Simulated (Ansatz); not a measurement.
Input:

Li:
```
Li
1.0
    0.00000     2.96429     2.96429
    2.96429     0.00000     2.96429
    2.96429     2.96429     0.00000
Li
2
Cartesian
  1.48215   1.48215   1.48215
  0.00000   0.00000   0.00000
```

This is the r²SCAN-relaxed structure.

### Question
All from r²SCAN (plane waves, PAW; program Ansatz), unless another level is named. Estimate the highest zone-centre frequency.

### Answer
299 cm^-1.

### Question
Predict the bulk modulus (Birch–Murnaghan fit).

### Answer
55 kbar.

Space group Fd-3m (diamond). A made-up cell: these elements were put on the sites of a structure type; neither database checked (COD, Materials Project) lists it. It is not the phase usual at ambient conditions (space group No. 229). Symmetry was held in the r²SCAN relaxation. At this level the phase is dynamically unstable (imaginary phonons). As this level gives no gap, phonon frequencies hold no LO–TO term and depend on the k-mesh and smearing (Fermi–Dirac, 0.1 eV here).

Potentials: the later of the program's two PAW sets.
